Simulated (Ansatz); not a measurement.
## Structure relaxation, Sr2H5Rh

The start is a relaxed Sr2H5Rh cell deformed by the Cartesian strain tensor (xx, yy, zz, yz, xz, xy) = (0.069, 0.033, -0.108, -0.042, -0.139, -0.073). Cell shape, volume and atoms are optimised at zero target pressure with r2SCAN (plane waves to 500 eV, PAW, scalar-relativistic; Ansatz, a first-principles code). First-step values are on the input's coarse k-mesh.

Ansatz input (later rounds restart from its end on a renewed k-mesh):
Ansatz 0.2 input:
```yaml
crystal:
  lattice:
    - [-3.5839923562, 2.7849657069, 3.7125064259]
    - [2.5071267556, -3.1142231747, 3.198026781]
    - [3.1921348028, 2.7223656213, -3.9390907254]
  atoms:
    - { symbol: Sr, position: [0.7493923955, 0.2493923955, 0.5] }
    - { symbol: Sr, position: [0.2493923955, 0.7493923955, 0.5] }
    - { symbol: H, position: [0.7725916042, 0.2158250633, 0] }
    - { symbol: H, position: [0.2158250633, 0.2158250633, 0.4432334591] }
    - { symbol: H, position: [0.2158250633, 0.7725916042, 0] }
    - { symbol: H, position: [0.7725916042, 0.7725916042, 0.5567665409] }
    - { symbol: H, position: [0.2398409443, 0.2398409443, 0] }
    - { symbol: Rh, position: [0.0075509298, 0.0075509298, 0] }
basis: { ecutwfc: 500, ecutrho_ratio: 4, xc_grid: 4, fft_grid_basis: typed }
kpoints: { mp_grid: { grid: [6, 6, 7] } }
hamiltonian:
  xc: r2scan
  dispersion: none
  pseudopotentials: { kind: paw }
scf: { occupations: { method: fermi_dirac, width: 0.05 } }
relax: { f_tol: 0.01, max_steps: 100, cell: { stress_tol: 0.02 } }
output: { forces: true, stress: true }
```

Question: Which atoms feel the largest initial force, and how large is it?

Answer: 1.42 eV/Å, on H3 (atoms numbered as listed).

Question: By how much does the energy per atom fall from start to end?

Answer: 0.30 eV/atom.

Question: How does the volume change?

Answer: +4.4 %, from 13.18 to 13.76 Å³/atom.

Question: Is the parent structure recovered?

Answer: It returns to the parent structure, I4mm (No. 107).

Question: How do the shortest distances between atoms change?

Answer: The closest pairs of elements (up to four, under 3.6 Å), start → end: H–Rh 1.62 → 1.67 Å; H–H 2.03 → 2.36 Å; H–Sr 2.16 → 2.67 Å; Rh–Sr 2.91 → 3.26 Å.

It ends as:

```cif
data_H10Rh2Sr4
_chemical_formula_sum 'Sr4 H10 Rh2'
_space_group_name_H-M_alt 'I4mm'
_space_group_IT_number 107
_space_group_name_Hall 'I 4 -2'
_cell_length_a 5.33116
_cell_length_b 5.33116
_cell_length_c 7.74741
_cell_angle_alpha 90.000
_cell_angle_beta 90.000
_cell_angle_gamma 90.000
loop_
_atom_site_label
_atom_site_type_symbol
_atom_site_symmetry_multiplicity
_atom_site_Wyckoff_symbol
_atom_site_fract_x
_atom_site_fract_y
_atom_site_fract_z
_atom_site_occupancy
Sr1 Sr 4 b 0.00000 0.50000 0.25061 1
H1 H 8 c 0.22164 0.22164 0.00577 1
H2 H 2 a 0.00000 0.00000 0.76014 1
Rh1 Rh 2 a 0.00000 0.00000 0.99244 1
```
(The calculation used a cell of 8 atoms; values per cell refer to that cell.)

Final values are on a 9×9×9 k-mesh of the relaxed cell. No spin polarisation in the result.

The cell that was disturbed is our relaxation of an entry of Materials Project.
